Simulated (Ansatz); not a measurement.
MoPt$_{2}$ (MoSi2 or CaC2 type, I4/mmm), r²SCAN in the plane-wave PAW code Ansatz, all energies at zero smearing, with the estimated change up to a 700 eV cutoff added, with one set of potentials and settings (totals compare only within such a set). Cell of 3 atoms (1 Mo, 2 Pt): -30044.836 eV.

| element | reference phase | E (eV/atom) |
|---|---|---|
| Mo | Im-3m, 1 atoms in the cell | -4967.6249 |
| Pt | Fm-3m, 1 atoms in the cell | -12538.2501 |

Formation energy per atom, worked out: (-30044.836 − 1×(-4967.6249) − 2×(-12538.2501))/3 = -0.237 eV/atom (-23 kJ per mol of atoms), at 0 K, without zero-point energy or fitted corrections.

The cell is a constructed one: a structure type filled with these elements; neither database checked (COD, Materials Project) lists it. COD files the formula under space group No. 71, so this cell is another polymorph or a model. Whether it is the stable phase at ambient conditions was not checked. Symmetry was held in the r²SCAN relaxation; whether a distortion lowers the energy is not shown. The run is not spin-polarised. The references are the lowest solids computed at this level, not always the standard phases. Scalar-relativistic: spin–orbit coupling is off unless named, which matters more the heavier the elements.

Potentials: the earlier of the program's two PAW sets.
